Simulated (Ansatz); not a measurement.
Input file of a DFT run on YbZn with Ansatz:

```yaml
crystal:
  lattice:
    - [3.5005239385, 0.0, 0.0]
    - [0.0, 3.5005239385, 0.0]
    - [0.0, 0.0, 3.5005239385]
  atoms:
    - { symbol: Yb, position: [0.0, 0.0, 0.0] }
    - { symbol: Zn, position: [0.5, 0.5, 0.5] }
basis:
  ecutwfc: 420
  ecutrho_ratio: 4
kpoints:
  mp_grid: { grid: [10, 10, 10] }
hamiltonian:
  xc: pbesol
scf:
  occupations: { method: gaussian, width: 0.05 }
output:
  forces: true
  stress: true
  eigenvalues: true
```

Launched as:
```sh
ansatz run input.yaml --threads 4 --pin off --max-ram 8192MiB --backend cpu --events-out ev --progress --plain --runs-dir out
```

The start was a prototype's sites filled with these elements; the Crystallography Open Database holds the compound in this structure.

About how long does the run take on 4 threads of Arm Neoverse V2 (shared host), and how much memory does it need?

About 0.96 s, with a peak of 0.26 GiB.

What the program printed, in part:

```
Pseudopotentials: kind: paw
Pseudopotential: Yb, paw, valence charge 24, recommended cutoff 420 eV (normal), Yb.paw.azcp
Pseudopotential: Zn, paw, valence charge 12, recommended cutoff 420 eV (normal), Zn.paw.azcp
Crystal: 2 atoms, lattice volume = 42.894 Å³
Basis set: ecut = 420 eV, 847 PW (Γ), exchange–correlation on 48×48×48 points (8 copies of the dense FFT grid, shifted against one another)
Bands: 22, of which v1, the nominal top of the filled ones, is band 18 counted from 1 (17 counted from 0)
Symmetry: 48 space group operations
Space group: Pm-3m (ITA 221), of the structure as read, at distance tolerance 3.5e-5 Å
k-points: 56 of 1000
Initial density: superposition of atomic densities (neutral atoms: chi_scale 0, normalization atom), corrected by the library's trained network
Initial wavefunctions: pseudopotential atomic-orbital guess
Functional: x = pbesol(κ = 0.804, μ = 0.12346), c = pbesol(β = 0.046)
```

SCF trace (energy estimate counted from the last row):
| iteration | ΔE (eV) | density residual (eV) |
| --- | --- | --- |
| 1 | -0.009 | 6.91e-2 |
| 2 | -1.5e-03 | 8.41e-3 |
| 3 | -3.3e-04 | 1.73e-3 |
| 4 | 4.1e-05 | 6.83e-5 |
| 5 | 1.2e-05 | 2.57e-5 |
| 6 | 1.0e-06 | 1.26e-6 |
| 7 | 0.000 | 1.59e-7 |
| 8 | 0.000 | 5.85e-9 |

```
SCF 1 converged in 8 iterations: F = -16958.056186 eV  dr2 = 5.85e-9
SCF converged after 8 iterations
Free energy (F): -16958.056186 eV
E sigma→0 (E₀):  -16958.055503 eV
Entropy (-TS):   -0.001366 eV (-0.683 meV/atom)
Fermi energy:    12.690105 eV
--- Per-component energies (eV) ---
  E_band       = 124.460335
  E_kinetic    = 491.419345
  E_local      = -7276.395360  (includes V_loc(G=0)·N_el)
  E_nonlocal   = 1156.872466
  E_hartree    = 3139.309498
  E_xc         = -300.929617
  E_vxc        = -259.320286  (∫ρ·V_xc dr)
  E_paw        = -9018.487141  (= ΣΔE_a)
  E_vpaw       = -266.729003  (= ΣTr[D̂ρ^β])
  E_aug_tail   = -0.000337  (compensation charges beyond the density's cutoff)
  E_ewald      = -5151.770223
  E_core_change = 1.926549  (= ΣΔE_core)
  E_smearing   = -0.001366  (= −TS)
--- Forces (eV/Å), atoms counted from 1 ---
  atom   1  Yb     0.00000000     0.00000000     0.00000000
  atom   2  Zn     0.00000000     0.00000000     0.00000000
--- Stress (GPa, compression-positive) ---
        0.225747       0.000000       0.000000
        0.000000       0.225747       0.000000
        0.000000       0.000000       0.225747
  P = ⅓ Tr σ = 0.2257 GPa (2.257 kbar)
```

In short (PBEsol): pressure 0.2 GPa, gap on the mesh zero (metallic).

Without a U the 4f levels of Yb lie too near the Fermi level, so their share of the states there, and what hangs on it, is overstated. These numbers lack spin–orbit coupling. Spin polarisation wasn't allowed in this run, so with an open shell this may not be the ground state.
